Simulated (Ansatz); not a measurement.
The elements of this relaxed trial crystal are hidden behind letters.

```
lattice vectors (Å)
  -2.8102    2.8102    5.6101
   2.8102   -2.8102    5.6101
   2.8102    2.8102   -5.6101
fractional positions
X 0.5000 0.5000 0.0000
Z 0.7500 0.2500 0.5000
Z 0.0000 0.0000 0.0000
Z 0.2500 0.7500 0.5000
Q 0.1067 0.6330 0.0000
Q 0.3670 0.3670 0.4738
Q 0.6330 0.1067 0.0000
Q 0.8933 0.8933 0.5262
```

The calculation used Ansatz 0.2.0, DFT PBE, scalar-relativistic, plane waves, PAW. Cutoff 420 eV, Γ-centred 8×8×8 mesh (8-atom cell), Gaussian smearing of 0.02 eV, no spin polarisation.

```
Space group                              : I-42m (No. 121)
Conventional cell                        : a = 5.620 Å, c = 11.220 Å
Volume per atom                          : 22.15 Å³
Density                                  : 4.20 g/cm³
Energy over the elements                 : −0.373 eV/atom
Gap on the 8×8×8 mesh of the 8-atom cell : 1.16 eV
```

Energies are uncorrected and count from the elements' standard states at the same level.

Question: X is a p-block element of period 5, Z is a p-block element of period 4 and Q is a p-block element of period 3. Which elements are they?

Answer: X = In, Z = Ga, Q = P, so the formula is InGa3P4. Density times volume gives a mean mass of 4.20 × 22.15/1.6605 = 56.0 u per atom, and this set has 56.0 u. Around In lie 4 P at 2.55 Å; Ga on a site of symmetry -4 has 4 P at 2.40 Å; around P lie 3 Ga at 2.38–2.40 Å and 1 In at 2.55 Å; 1 more site not described. Other sets within the hints have nearly the same mass, so mass alone doesn't settle it; this one was computed.

Kohn–Sham gaps at this level usually fall short of measured ones. Symmetry constrained the relaxation, so the result can be a saddle point.
